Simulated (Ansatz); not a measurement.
Ansatz 0.2.0, relaxation: Cs2ZnCl4O2

input.yaml:

```yaml
crystal:
  lattice:
    - [5.678362, 3.758304, 0.0]
    - [5.678362, -3.758304, 0.0]
    - [0.474582, 0.0, -5.469545]
  atoms:
    - { symbol: Zn, position: [0.5, 0.5, 0.5] }
    - { symbol: Cs, position: [0.84529, 0.84529, 0.79081] }
    - { symbol: Cs, position: [0.15471, 0.15471, 0.20919] }
    - { symbol: Cl, position: [0.86646, 0.35472, 0.72418] }
    - { symbol: Cl, position: [0.64528, 0.13354, 0.27582] }
    - { symbol: Cl, position: [0.13354, 0.64528, 0.27582] }
    - { symbol: Cl, position: [0.35472, 0.86646, 0.72418] }
    - { symbol: O, position: [0.3844, 0.3844, 0.7323] }
    - { symbol: O, position: [0.6156, 0.6156, 0.2677] }
  symmetry: { tolerance: 0.0003 }
kpoints:
  mp_grid: { grid: [3, 3, 4], shift: [0, 0, 0] }
magnetization:
  spin_polarized: false
scf:
  occupations: { method: fermi_dirac }
  lower_state_search: "off"
hamiltonian:
  pseudopotentials: { kind: paw }
  xc: r2scan
basis:
  ecutwfc: 500
  fft_grid_basis: typed
relax:
  max_steps: 60
  f_tol: 0.03
output:
  forces: true
  stress: true
  eigenvalues: true
  bader: true
  populations: true
  elf: true
  write_potential: true
  volumetric_format: npy
  dos:
    e_range: [-12, 8]
    de: 0.05
    projected: { site_lists: { Cl: [Cl], Cs: [Cs], O: [O], Zn: [Zn] } }
checkpoint:
  read: saved_state
```

Launch command:

```bash
ansatz run input.yaml --threads 2 --pin off --max-ram 3584MiB --backend cpu --events-out ev --progress --plain --runs-dir out
```

Origin of the cell: a known structure type with other elements, at an estimated volume, so it need not be a known compound.

The smearing width isn't typed, so it takes its default of 0.1 eV.

The saved state is a converged single point of the same cell.

Steps:

```csv
step,ΔF (meV/atom),max force component (eV/Å),SCF iterations,step was
1,0.0,0.492,10,accepted
2,-33.3,0.392,10,accepted
3,-53.0,0.160,9,accepted
4,-62.7,0.230,11,accepted
5,-75.2,0.287,8,accepted
6,-88.2,0.231,8,accepted
7,-99.5,0.276,8,accepted
8,-97.3,0.186,7,rejected
9,-102.8,0.062,9,accepted
10,-102.8,0.050,8,accepted
11,-103.0,0.006,7,accepted
```

Step 1, with forces in eV/Å:

```xyz
9
Lattice="5.678 3.758 0.000 5.678 -3.758 0.000 0.475 0.000 -5.470" Properties=species:S:1:pos:R:3:forces:R:3 pbc="T T T" step=1
Zn    5.916    0.000   -2.735    0.000    0.000    0.000
Cs    9.975    0.000   -4.325   -0.075    0.000   -0.010
Cs    1.856    0.000   -1.144    0.075    0.000    0.010
Cl    7.278    1.923   -3.961   -0.363   -0.429    0.271
Cl    4.553    1.923   -1.509    0.363   -0.429   -0.271
Cl    4.553   -1.923   -1.509    0.363    0.429   -0.271
Cl    7.278   -1.923   -3.961   -0.363    0.429    0.271
O     4.713    0.000   -4.005   -0.492    0.000   -0.379
O     7.118    0.000   -1.464    0.492    0.000    0.379
```

Step 2, with forces in eV/Å:

```xyz
9
Lattice="5.678 3.758 0.000 5.678 -3.758 0.000 0.475 0.000 -5.470" Properties=species:S:1:pos:R:3:forces:R:3 pbc="T T T" step=2
Zn    5.916    0.000   -2.735    0.000    0.000    0.000
Cs    9.904    0.000   -4.359   -0.072    0.000   -0.014
Cs    1.927    0.000   -1.111    0.072    0.000    0.014
Cl    7.161    1.873   -3.936   -0.212   -0.326    0.165
Cl    4.670    1.873   -1.533    0.212   -0.326   -0.165
Cl    4.670   -1.873   -1.533    0.212    0.326   -0.165
Cl    7.161   -1.873   -3.936   -0.212    0.326    0.165
O     4.598    0.000   -3.913   -0.392    0.000   -0.191
O     7.233    0.000   -1.556    0.392    0.000    0.191
```

Step 3, with forces in eV/Å:

```xyz
9
Lattice="5.678 3.758 0.000 5.678 -3.758 0.000 0.475 0.000 -5.470" Properties=species:S:1:pos:R:3:forces:R:3 pbc="T T T" step=3
Zn    5.916    0.000   -2.735    0.000    0.000    0.000
Cs    9.864    0.000   -4.391    0.016    0.000    0.000
Cs    1.968    0.000   -1.079   -0.016    0.000    0.000
Cl    7.066    1.756   -3.908    0.058    0.103   -0.142
Cl    4.765    1.756   -1.561   -0.058    0.103    0.142
Cl    4.765   -1.756   -1.561   -0.058   -0.103    0.142
Cl    7.066   -1.756   -3.908    0.058   -0.103   -0.142
O     4.448    0.000   -3.787   -0.160    0.000    0.054
O     7.383    0.000   -1.682    0.160    0.000   -0.054
```

Step 4, with forces in eV/Å:

```xyz
9
Lattice="5.678 3.758 0.000 5.678 -3.758 0.000 0.475 0.000 -5.470" Properties=species:S:1:pos:R:3:forces:R:3 pbc="T T T" step=4
Zn    5.916    0.000   -2.735    0.000    0.000    0.000
Cs    9.857    0.000   -4.376   -0.034    0.000    0.091
Cs    1.974    0.000   -1.094    0.034    0.000   -0.091
Cl    7.045    1.755   -3.969   -0.018    0.038   -0.059
Cl    4.786    1.755   -1.501    0.018    0.038    0.059
Cl    4.786   -1.755   -1.501    0.018   -0.038    0.059
Cl    7.045   -1.755   -3.969   -0.018   -0.038   -0.059
O     4.326    0.000   -3.635    0.017    0.000    0.230
O     7.506    0.000   -1.834   -0.017    0.000   -0.230
```

Step 5, with forces in eV/Å:

```xyz
9
Lattice="5.678 3.758 0.000 5.678 -3.758 0.000 0.475 0.000 -5.470" Properties=species:S:1:pos:R:3:forces:R:3 pbc="T T T" step=5
Zn    5.916    0.000   -2.735    0.000    0.000    0.000
Cs    9.818    0.000   -4.316   -0.020    0.000    0.080
Cs    2.013    0.000   -1.153    0.020    0.000   -0.080
Cl    7.000    1.763   -4.028   -0.044   -0.011   -0.068
Cl    4.831    1.763   -1.442    0.044   -0.011    0.068
Cl    4.831   -1.763   -1.442    0.044    0.011    0.068
Cl    7.000   -1.763   -4.028   -0.044    0.011   -0.068
O     4.229    0.000   -3.466    0.113    0.000    0.287
O     7.602    0.000   -2.004   -0.113    0.000   -0.287
```

Step 6, with forces in eV/Å:

```xyz
9
Lattice="5.678 3.758 0.000 5.678 -3.758 0.000 0.475 0.000 -5.470" Properties=species:S:1:pos:R:3:forces:R:3 pbc="T T T" step=6
Zn    5.916    0.000   -2.735    0.000    0.000    0.000
Cs    9.798    0.000   -4.253    0.043    0.000    0.018
Cs    2.034    0.000   -1.216   -0.043    0.000   -0.018
Cl    6.947    1.747   -4.117   -0.061   -0.030   -0.084
Cl    4.885    1.747   -1.352    0.061   -0.030    0.084
Cl    4.885   -1.747   -1.352    0.061    0.030    0.084
Cl    6.947   -1.747   -4.117   -0.061    0.030   -0.084
O     4.158    0.000   -3.284    0.231    0.000    0.200
O     7.674    0.000   -2.185   -0.231    0.000   -0.200
```

Step 7, with forces in eV/Å:

```xyz
9
Lattice="5.678 3.758 0.000 5.678 -3.758 0.000 0.475 0.000 -5.470" Properties=species:S:1:pos:R:3:forces:R:3 pbc="T T T" step=7
Zn    5.916    0.000   -2.735    0.000    0.000    0.000
Cs    9.833    0.000   -4.206    0.010    0.000   -0.023
Cs    1.998    0.000   -1.263   -0.010    0.000    0.023
Cl    6.866    1.682   -4.268    0.003   -0.003   -0.112
Cl    4.965    1.682   -1.201   -0.003   -0.003    0.112
Cl    4.965   -1.682   -1.201   -0.003    0.003    0.112
Cl    6.866   -1.682   -4.268    0.003    0.003   -0.112
O     4.118    0.000   -3.093    0.276    0.000    0.024
O     7.713    0.000   -2.377   -0.276    0.000   -0.024
```

Step 9, with forces in eV/Å:

```xyz
9
Lattice="5.678 3.758 0.000 5.678 -3.758 0.000 0.475 0.000 -5.470" Properties=species:S:1:pos:R:3:forces:R:3 pbc="T T T" step=9
Zn    5.916    0.000   -2.735    0.000    0.000    0.000
Cs    9.829    0.000   -4.189    0.005    0.000    0.012
Cs    2.002    0.000   -1.281   -0.005    0.000   -0.012
Cl    6.838    1.670   -4.359    0.008   -0.037   -0.005
Cl    4.993    1.670   -1.111   -0.008   -0.037    0.005
Cl    4.993   -1.670   -1.111   -0.008    0.037    0.005
Cl    6.838   -1.670   -4.359    0.008    0.037   -0.005
O     4.134    0.000   -3.040    0.062    0.000   -0.006
O     7.698    0.000   -2.430   -0.062    0.000    0.006
```

Step 10, with forces in eV/Å:

```xyz
9
Lattice="5.678 3.758 0.000 5.678 -3.758 0.000 0.475 0.000 -5.470" Properties=species:S:1:pos:R:3:forces:R:3 pbc="T T T" step=10
Zn    5.916    0.000   -2.735    0.000    0.000    0.000
Cs    9.855    0.000   -4.143    0.007    0.000    0.000
Cs    1.977    0.000   -1.327   -0.007    0.000    0.000
Cl    6.849    1.643   -4.375   -0.001    0.050    0.004
Cl    4.982    1.643   -1.094    0.001    0.050   -0.004
Cl    4.982   -1.643   -1.094    0.001   -0.050   -0.004
Cl    6.849   -1.643   -4.375   -0.001   -0.050    0.004
O     4.141    0.000   -3.054   -0.049    0.000    0.038
O     7.690    0.000   -2.416    0.049    0.000   -0.038
```

Step 11, with forces in eV/Å:

```xyz
9
Lattice="5.678 3.758 0.000 5.678 -3.758 0.000 0.475 0.000 -5.470" Properties=species:S:1:pos:R:3:forces:R:3 pbc="T T T" step=11
Zn    5.916    0.000   -2.735    0.000    0.000    0.000
Cs    9.851    0.000   -4.158   -0.002    0.000    0.003
Cs    1.981    0.000   -1.312    0.002    0.000   -0.003
Cl    6.846    1.655   -4.372    0.006    0.001    0.001
Cl    4.986    1.655   -1.098   -0.006    0.001   -0.001
Cl    4.986   -1.655   -1.098   -0.006   -0.001   -0.001
Cl    6.846   -1.655   -4.372    0.006   -0.001    0.001
O     4.137    0.000   -3.037   -0.003    0.000    0.004
O     7.694    0.000   -2.433    0.003    0.000   -0.004
```

```
Free energy lowered by  : 103.0 meV/atom
Final pressure          : 2.03 GPa
Relaxation steps listed : 11
```

Caveats: the SCF threshold is looser than advised for a stress; the k mesh is coarse if the cell is a metal; the relaxation held the start's symmetry, so the end may be a saddle point.

The run took 4 min on 2 threads of Arm Neoverse V1 (shared host), peak memory 1.1 GiB, from a saved density.
